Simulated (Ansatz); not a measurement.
# Trial structures of Be₂Cd₂O: starts and ends

Level of theory: Ansatz 0.2.0, DFT PBE, scalar-relativistic, plane waves, PAW. Settings: cutoff 420 eV, Γ-centred meshes spaced at most about 0.3 Å⁻¹, and about 0.25 Å⁻¹ or finer for metals (2π included), Gaussian smearing. Collinear spin in cells that started with moments and kept them past the coarse steps, no spin elsewhere.

Each guess was relaxed in cell and atoms at zero pressure, within the symmetry of its start. All energies are static (0 K, no zero-point motion). Coordination counts Be or Cd atoms around O (for each partner element, those within 1.25 times its shortest distance or 1.15 times the sum of covalent radii, where it is the nearest in units of that sum or under 1.3; the shortest distance is added where it is long for a bond).

| guess | made from | start group | V start (Å³/atom) | end group | V end (Å³/atom) | coordination at the end | gap on mesh (eV) | largest moment (μB) | E over the lowest end (meV/atom) |
| --- | --- | --- | --- | --- | --- | --- | --- | --- | --- |
| 1 | CaZn2P2 type | P-3m1 | 14.8 | ? | ? | ? | ? | ? | ? |
| 2 | EuFe2As2 type | Fmmm | 13.1 | I4/mmm | 22.1 | O 2 | 0 | - | 88 |
| 3 | CeMg2Si2 type | P4/mmm | 15.7 | P4/mmm | 16.6 | O 8 from 3.0 Å | 0 | 0.9 | 1129 |
| 4 | random cell | P-6m2 | 16.0 | P-6m2 | 17.8 | O 3 | 0 | - | 1202 |
| 5 | K2NiO2 type | I4/mmm | 13.9 | I4/mmm | 16.0 | O 2 | 0 | - | 0 |
| 6 | BaCd2Ge2 type | I4/mmm | 14.5 | I4/mmm | 21.7 | O 2 | 0 | - | 130 |

Guess 1 as it starts:

```
CELL_PARAMETERS angstrom
3.69389 0.00000 0.00000
-1.84695 3.19901 0.00000
0.00000 0.00000 6.25346
ATOMIC_POSITIONS crystal
Be 0.33333 0.66667 0.63180
Be 0.66667 0.33333 0.36820
Cd 0.33333 0.66667 0.26060
Cd 0.66667 0.33333 0.73940
O 0.00000 0.00000 0.00000
```

Problem. Fill in the missing row: what does this guess relax into, and where does it rank?

Solution. It ends in space group P-3m1 (No. 164), with a = 3.414 Å, c = 7.116 Å, 14.4 Å³/atom and no gap, without spin. It lies 0.58 eV/atom over the lowest end, above guess 6 and below guess 3. Counting Be or Cd atoms around O, this end has O 6 and the lowest (guess 5) has O 2.

```yaml
crystal:
  lattice:
    - [3.41393, 0.00000, 0.00000]
    - [-1.70696, 2.95655, 0.00000]
    - [0.00000, 0.00000, 7.11639]
  atoms:
    - { symbol: Be, position: [0.33333, 0.66667, 0.55791] }
    - { symbol: Be, position: [0.66667, 0.33333, 0.44209] }
    - { symbol: Cd, position: [0.33333, 0.66667, 0.19690] }
    - { symbol: Cd, position: [0.66667, 0.33333, 0.80310] }
    - { symbol: O, position: [0.00000, 0.00000, 0.00000] }
```

Formation energies are uncorrected and refer to the elements' standard structures at the same level (O₂ as a molecule).

Problem. Is the lowest end bound against the elements?

Solution. Yes: its formation energy is −0.51 eV/atom. Whether it is stable depends on the other phases of the system, which aren't compared here.

A magnetic state wasn't ruled out in cells without spin, among them I4/mmm at 21.7 Å³/atom. Another magnetic order may lie lower. Cells relaxed within their symmetry can be saddle points. A lower structure may well exist outside this small set. Some structure types and database cells were kept out of the candidates from the start, so a known form may be missing.
